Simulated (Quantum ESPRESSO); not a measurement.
Different elements on one site among Al Ru Sc Ti Zr

Calculated results; nothing here was measured. They come from Quantum ESPRESSO 7.5, a public plane-wave density functional program. Each row is one single-point run on a made-up periodic cell of eight metal atoms, with elements, volume, strain and displacements drawn at random and not relaxed, so a cell may be unstable or far from any real phase. There is no spin polarisation or spin-orbit coupling.

Settings: PBE unless stated; PseudoDojo standard norm-conserving files; Fermi-Dirac width 0.25 eV, which means electrons at about 2900 K; cutoff 1143 eV; 8 x 6 x 2 k mesh shifted half a step off Gamma. E is the free energy of the whole cell (internal energy minus TS), so a -TS column is already part of it. Stress is positive in tension, and the pressure P is minus a third of its trace.

Checks: one run of this series was repeated at a higher cutoff and on a denser mesh, which moved values by no more than 0.006 eV, 0.03 GPa and 0.008 eV/Å, and a second program with other atomic files agreed on it to 2 % rms in force and 0.5 GPa in pressure. Known limits: heavy elements are run without spin-orbit coupling, which real alloys of them have; a spin test at this wide smearing found no moment, but such smearing suppresses magnetism that the real alloy may have.

The lattice is face-centred cubic, and the cell vectors in Å are (0.000, 2.085, 2.085); (-4.170, 0.000, 0.000); (0.000, -8.339, 8.339), a volume of 144.97 Å³. The elements on sites 1 to 8 are Al Zr Sc Sc Ti X Ti Ru. The runs change X and keep the cell and the displaced positions. The column v is a rough volume for each atom of the pure element, close to PBE values, from general knowledge and not from these runs. Energies are left out, as each element's file has its own zero.

```
run,X,v (Å³),-TS (eV),force on X (eV/Å),rms force (eV/Å),P (GPa)
1,Pt,15.6,-1.970,0.705,0.938,1.88
2,Zr,23.4,-2.007,0.998,0.963,9.60
3,Hf,22.5,-2.003,0.998,0.970,9.44
4,Mg,22.9,?,?,?,?
5,Sc,24.6,-2.024,0.725,0.934,8.71
```

## Worked fit

A straight line through the runs shown gives P = -11.4 + 0.874 v GPa with v in Å³, an error of 0.195 on the slope and a scatter of 1.37 GPa. At this fixed volume the pressure tends to rise with the size of X.

## Withheld run

Question: what pressure should run 4, with Mg, give?

The fit gives 8.61 ± 1.55 GPa. The calculation gave 6.81 GPa.
